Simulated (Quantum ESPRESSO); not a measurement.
# AuZr4Al2Mg: a guest atom moved from site to site

A calculation, not a measurement. The program is pw.x of Quantum ESPRESSO 7.5 (plane-wave density functional theory). The cell is made up: eight metal atoms on a hexagonal close-packed lattice, with elements, volume, strain and displacements drawn at random and not relaxed, so it may be unstable or far from any real phase. PseudoDojo standard norm-conserving files set the functional (PBE unless stated); there is no spin polarisation or spin-orbit coupling, the Fermi-Dirac width of 0.25 eV means electrons at about 2900 K, and the masses in the input are unused placeholders. Heavy elements are run without spin-orbit coupling, which real alloys of them have. A spin test at this wide smearing found no moment, but such smearing suppresses magnetism that the real alloy may have.

The runs move one Au atom among sites that otherwise hold Zr. Cell, positions, cutoff, mesh and smearing stay as in the input of run 1; sites are counted in its order. Stress in the tables is positive in tension.

Input of run 1:

```
&control calculation='scf', pseudo_dir='./dojo.nc.sr.pbe.v0_5.standard.upf', outdir='./o', disk_io='minimal', tprnfor=.true., tstress=.true. /
&system ibrav=0, nat=8, ntyp=4, nbnd=55, ecutwfc=84.00895049, nosym=.true., tot_charge=0,
 occupations='smearing', smearing='fd', degauss=0.0183746611
/
&electrons conv_thr=1.470e-08, electron_maxstep=70, mixing_beta=0.5 /
ATOMIC_SPECIES
Al 1.0 Al.upf
Au 1.0 Au.upf
Mg 1.0 Mg.upf
Zr 1.0 Zr.upf
CELL_PARAMETERS angstrom
3.1164 0.0368 5.1404
3.1238 -0.0476 -5.1449
-3.1294 5.5891 0.047
ATOMIC_POSITIONS angstrom
Au -0.1023 -0.0276 0.0081
Zr -1.5825 2.7989 -0.0109
Al 3.1164 1.8129 -2.5652
Al 1.5997 4.6528 -2.5428
Zr 3.124 0.0125 -0.0264
Mg 1.5785 2.8416 0.0449
Zr 3.1161 1.8676 2.5659
Zr 1.4786 4.6452 2.6065
K_POINTS automatic
5 5 4 1 1 1
```

| run | elements on sites 1 to 8 | free energy less that of run 1 (eV) | -TS (eV) | pressure (GPa) | stress xx (GPa) | stress yy (GPa) | stress zz (GPa) | stress yz (GPa) | stress xz (GPa) | stress xy (GPa) | iterations |
| --- | --- | --- | --- | --- | --- | --- | --- | --- | --- | --- | --- |
| 1 | Au Zr Al Al Zr Mg Zr Zr | 0.000 | -1.629 | -6.65 | 5.85 | 7.83 | 6.27 | 0.40 | -0.33 | 0.76 | 15 |
| 2 | Zr Au Al Al Zr Mg Zr Zr | 0.077 | -1.642 | -6.55 | 6.91 | 7.20 | 5.55 | 0.16 | -0.62 | 0.49 | 14 |
| 3 | Zr Zr Al Al Au Mg Zr Zr | -0.100 | -1.481 | -6.85 | 6.03 | 7.99 | 6.53 | -0.21 | -0.47 | 0.25 | 15 |
| 4 | Zr Zr Al Al Zr Mg Au Zr | 0.295 | -1.663 | -6.26 | 5.10 | 6.17 | 7.51 | 0.31 | 0.36 | 0.12 | 15 |
| 5 | Zr Zr Al Al Zr Mg Zr Au | 0.068 | -1.586 | -6.87 | 5.52 | 7.46 | 7.62 | 0.76 | -0.49 | 0.10 | 14 |

Forces Fx Fy Fz (eV/Å):

| site | run 1 | run 2 | run 3 | run 4 | run 5 |
| --- | --- | --- | --- | --- | --- |
| 1 | 0.21 -0.02 -0.24 | 0.57 0.23 0.66 | 0.61 0.70 0.14 | 0.42 0.30 -0.21 | 0.65 0.31 0.77 |
| 2 | -0.01 0.04 0.73 | 0.04 -0.03 0.02 | 0.48 0.13 0.43 | 0.10 0.16 0.61 | 0.04 -0.03 0.27 |
| 3 | 0.02 -0.08 0.05 | 0.11 0.09 -0.10 | 0.11 -0.13 0.06 | 0.06 -0.28 0.06 | -0.14 0.24 -0.10 |
| 4 | -0.40 0.04 -0.27 | -0.25 0.10 -0.12 | -0.35 0.05 -0.18 | -0.47 0.20 -0.05 | 0.07 -0.26 -0.12 |
| 5 | -0.23 0.35 -0.44 | -0.17 -0.14 -0.57 | -0.12 0.02 -0.01 | -0.21 -0.06 0.00 | -0.36 0.11 -0.78 |
| 6 | -0.03 -0.15 -0.24 | -0.24 -0.17 -0.27 | -0.49 -0.42 -0.43 | -0.25 -0.39 -0.28 | -0.31 -0.25 -0.06 |
| 7 | 0.01 -0.24 0.58 | -0.12 -0.27 -0.05 | -0.34 -0.30 -0.24 | -0.07 -0.02 0.05 | 0.12 -0.07 -0.01 |
| 8 | 0.42 0.07 -0.17 | 0.06 0.19 0.42 | 0.10 -0.05 0.23 | 0.42 0.10 -0.19 | -0.08 -0.04 0.03 |

The sites are displaced and not relaxed, so the energy differences mix bonding between neighbours with strain and are not ordering energies. A rerun of one cell of this series at a higher cutoff and on a denser mesh moved values by no more than 0.002 eV in energy, 0.03 GPa in stress and 0.003 eV/Å in force, and a second program with other atomic files agreed on that cell to 2 % rms in force and 0.5 GPa in pressure.